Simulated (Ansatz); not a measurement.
Cu3Sb in space group P6/mmm (No. 191; Sb on 1a, Cu on 1b, Cu on 2c), a = b = 4.5335 Å, c = 4.9456 Å, α = β = 90.00°, γ = 120.00°.

Relaxed with PBE.

**Question.** Which orbitals make up the states near the Fermi level in PBE in the plane-wave PAW code Ansatz?

**Answer.** Within 0.5 eV of the Fermi level: Cu 4s 23 %, Sb 5p 16 %, Cu 3d 12 %, outside the projected shells 46 %. Projections are on Löwdin-orthogonalised atomic valence shells; empty p or d shells of many metals are not among them.

**Question.** Tabulate the density of states.

**Answer.** States/eV per cell of 4 atoms, in 0.25 eV bins, energy from the Fermi level.

| E (eV) | total | Cu 3d | Sb 5p | Cu 4s |
|---|---|---|---|---|
| -7.85 | 0.00 | 0.00 | 0.00 | 0.00 |
| -7.60 | 0.00 | 0.00 | 0.00 | 0.00 |
| -7.35 | 0.00 | 0.00 | 0.00 | 0.00 |
| -7.10 | 0.00 | 0.00 | 0.00 | 0.00 |
| -6.85 | 0.00 | 0.00 | 0.00 | 0.00 |
| -6.60 | 0.40 | 0.05 | 0.19 | 0.14 |
| -6.35 | 1.96 | 0.33 | 0.92 | 0.63 |
| -6.10 | 2.62 | 0.59 | 1.19 | 0.71 |
| -5.85 | 1.38 | 0.42 | 0.59 | 0.30 |
| -5.60 | 2.05 | 0.69 | 0.89 | 0.41 |
| -5.35 | 2.06 | 0.73 | 0.90 | 0.37 |
| -5.10 | 1.81 | 0.67 | 0.81 | 0.29 |
| -4.85 | 2.95 | 1.37 | 1.23 | 0.29 |
| -4.60 | 4.98 | 2.68 | 1.95 | 0.27 |
| -4.35 | 2.04 | 1.15 | 0.76 | 0.09 |
| -4.10 | 2.58 | 1.89 | 0.51 | 0.15 |
| -3.85 | 4.95 | 4.36 | 0.25 | 0.28 |
| -3.60 | 10.48 | 9.78 | 0.37 | 0.14 |
| -3.35 | 18.87 | 17.93 | 0.48 | 0.30 |
| -3.10 | 14.75 | 13.95 | 0.24 | 0.39 |
| -2.85 | 21.49 | 21.15 | 0.08 | 0.17 |
| -2.60 | 28.20 | 27.63 | 0.29 | 0.17 |
| -2.35 | 6.93 | 5.66 | 0.72 | 0.40 |
| -2.10 | 4.31 | 2.75 | 0.88 | 0.58 |
| -1.85 | 3.82 | 2.01 | 1.20 | 0.48 |
| -1.60 | 1.85 | 0.82 | 0.78 | 0.15 |
| -1.35 | 0.86 | 0.38 | 0.30 | 0.09 |
| -1.10 | 0.68 | 0.27 | 0.25 | 0.08 |
| -0.85 | 0.56 | 0.20 | 0.22 | 0.07 |
| -0.60 | 0.45 | 0.14 | 0.18 | 0.06 |
| -0.35 | 0.44 | 0.11 | 0.15 | 0.06 |
| -0.10 | 0.54 | 0.08 | 0.12 | 0.05 |
| 0.15 | 0.82 | 0.08 | 0.11 | 0.14 |
| 0.40 | 1.28 | 0.08 | 0.10 | 0.47 |
| 0.65 | 1.64 | 0.09 | 0.11 | 0.78 |
| 0.90 | 2.58 | 0.15 | 0.23 | 1.24 |
| 1.15 | 2.35 | 0.12 | 0.22 | 0.97 |
| 1.40 | 2.00 | 0.10 | 0.19 | 0.72 |
| 1.65 | 1.71 | 0.08 | 0.18 | 0.58 |
| 1.90 | 1.41 | 0.05 | 0.14 | 0.39 |
| 2.15 | 1.43 | 0.05 | 0.14 | 0.37 |
| 2.40 | 1.47 | 0.05 | 0.14 | 0.38 |
| 2.65 | 2.40 | 0.08 | 0.26 | 0.66 |
| 2.90 | 2.16 | 0.06 | 0.24 | 0.54 |
| 3.15 | 1.74 | 0.05 | 0.21 | 0.43 |
| 3.40 | 1.92 | 0.05 | 0.24 | 0.46 |
| 3.65 | 2.04 | 0.05 | 0.25 | 0.47 |
| 3.90 | 2.09 | 0.04 | 0.25 | 0.45 |
| 4.15 | 1.97 | 0.03 | 0.23 | 0.39 |
| 4.40 | 2.07 | 0.03 | 0.22 | 0.41 |
| 4.65 | 2.00 | 0.03 | 0.22 | 0.40 |

The start of the workflow was typed in or built on a structure type; neither database checked (COD, Materials Project) lists it. Whether it is the stable phase at ambient conditions was not checked. The cell was relaxed with PBE under the symmetry of its start; its stability against distortions is not shown here. No spin polarisation was allowed. Its formation energy is positive at this level, so the cell may be metastable or incomplete. Spin–orbit coupling is left out wherever it is not named.

Potentials: the earlier of the program's two PAW sets.
